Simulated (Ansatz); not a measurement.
**Ti2CS: reading a single point**

```yaml
crystal:
  lattice:
    - [3.17913, 0.00000, 0.00000]
    - [-1.58956, 2.75321, 0.00000]
    - [0.00000, 0.00000, 11.09229]
  atoms:
    - { symbol: Ti, position: [0.33333, 0.66667, 0.09900] }
    - { symbol: Ti, position: [0.66667, 0.33333, 0.59900] }
    - { symbol: Ti, position: [0.33333, 0.66667, 0.40100] }
    - { symbol: Ti, position: [0.66667, 0.33333, 0.90100] }
    - { symbol: C, position: [0.00000, 0.00000, 0.00000] }
    - { symbol: C, position: [0.00000, 0.00000, 0.50000] }
    - { symbol: S, position: [0.66667, 0.33333, 0.25000] }
    - { symbol: S, position: [0.33333, 0.66667, 0.75000] }
```

Method: r2SCAN, no spin polarisation; PAW, plane waves to 500 eV, 12×12×3 Γ-centred mesh, fermi-dirac occupations (width 0.1 eV) (Ansatz 0.2.0), atoms fixed.

Formation energy: -1.43 eV an atom against the elements' usual phases (free molecules for gases, crystals otherwise, with no correction for O₂ or N₂), so it is bound against them; other compounds may still compete. Relaxing would lower it.
Forces: The largest is on Ti2 (and as large on other atoms): 0.16 eV/Å, components (0.00, 0.00, 0.16). It makes 121° with the line to a nearest neighbour, C6 at 2.14 Å.
Charges: Bader charges in e: Ti +1.65, C -2.01, S -1.28. In the mean Ti gives up most and C takes most.
Electronic structure: It is a metal, with about 1.6 states/eV a cell as the mean within 0.25 eV of the Fermi level, mostly Ti d (92 %).
Contacts: Ti–C at 2.14 Å: least valence density 0.53 e/Å³ and ELF 0.25 there. Ti–S at 2.48 Å: least valence density 0.35 e/Å³ and ELF 0.16 there. Both are smooth PAW fields, read partly inside the augmentation spheres.
Stress: The pressure is 5.6 GPa (compression positive), so with the atoms held at these fractions the cell would first expand. The principal stresses 5.1, 5.1, 6.6 GPa differ, so its shape would change too.

Origin: a database entry at a rescaled volume.
